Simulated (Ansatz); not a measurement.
Si₂Mo in space group Fddd (No. 70; Si on 16f, Mo on 8a) under volume change, DFT-PBEsol in the program Ansatz with PAW potentials, shape and atoms relaxed at each volume.

```csv
V (Å³/atom),E − E(relaxed) (meV/atom),P (GPa)
12.039,86.0,25.25
12.436,[?],[?]
12.833,8.5,7.05
13.229,0.0,0.00
13.626,7.6,-5.92
14.023,[?],[?]
14.420,60.0,-14.48
```

Problem. What belongs in the gaps?

Solution. 
- 14.023, E − E(relaxed) (meV/atom): 28.4
- 14.023, P (GPa): -10.77
- 12.436, E − E(relaxed) (meV/atom): 36.0
- 12.436, P (GPa): 15.40

Problem. What does a third-order Birch–Murnaghan fit give for V₀, B₀ and B′?

Solution. V₀ = 13.23 Å³/atom, B₀ = 211 GPa, B′ = 5.1.

The start of the workflow was typed in or built on a structure type; neither database checked (COD, Materials Project) lists it. It is not the phase usual at ambient conditions (space group No. 139). Symmetry was held in the PBEsol relaxation; whether a distortion lowers the energy is not shown. No spin polarisation was allowed. Scalar-relativistic: spin–orbit coupling is off unless named, which matters more the heavier the elements.

Potentials: the earlier of the program's two PAW sets. The files were generated under PBE; for other functionals the program regenerates the frozen cores, and for LDA and PBEsol the local potential too.
